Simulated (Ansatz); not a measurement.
Here is the system:

KF (rock salt) is sheared across one {100} plane: the third cell vector gains the shift, so faults repeat every 8.0 Å. The cut lies between planes 2.66 Å apart; the cell height is held.

```yaml
crystal:
  lattice:
    - [3.76063, 0.00000, 0.00000]
    - [0.00000, 3.76063, 0.00000]
    - [1.88031, 1.88031, 7.97749]
  atoms:
    - { symbol: F, position: [0.00000, 0.00000, 0.83333] }
    - { symbol: F, position: [0.33333, 0.33333, 0.16667] }
    - { symbol: F, position: [0.66667, 0.66667, 0.50000] }
    - { symbol: K, position: [0.50000, 0.50000, 0.83333] }
    - { symbol: K, position: [0.83333, 0.83333, 0.16667] }
    - { symbol: K, position: [0.16667, 0.16667, 0.50000] }
```

In-plane vectors a = (3.761, 0.000) Å, b = (0.000, 3.761) Å, area 14.14 Å². The shift is s times the vector a (length 3.761 Å), so s = 1 restores the start. The shift is rigid: no atom relaxes. γ = [E(shift) − E(0)] / area.

These are r2SCAN (plane waves to 500 eV, PAW, scalar-relativistic; Ansatz, a quantum-chemistry and plane-wave program) values and carry that method's errors. k mesh 8×8×8 (Γ-centred), Fermi-Dirac smearing 0.05 eV. Energies are extrapolated to zero smearing. Faults lie only 8.0 Å apart, and holding the cell height and the atoms raises γ above its relaxed value. KF was relaxed with its symmetry unable to fall. The zero of γ is zero shift.

The scan covers s from 0.000 to 0.917 in 12 points.

Question: At which s is γ highest?

Answer: s = 0.500.

Question: Does γ have a local minimum between the ends of the line, and at which s?

Answer: No computed point is one.

Question: What is the highest γ among twelve even steps of s?

Answer: 400 mJ/m².

(The slope of γ gives the shear force per area between the displaced halves; near zero shift its curvature is an elastic stiffness.)
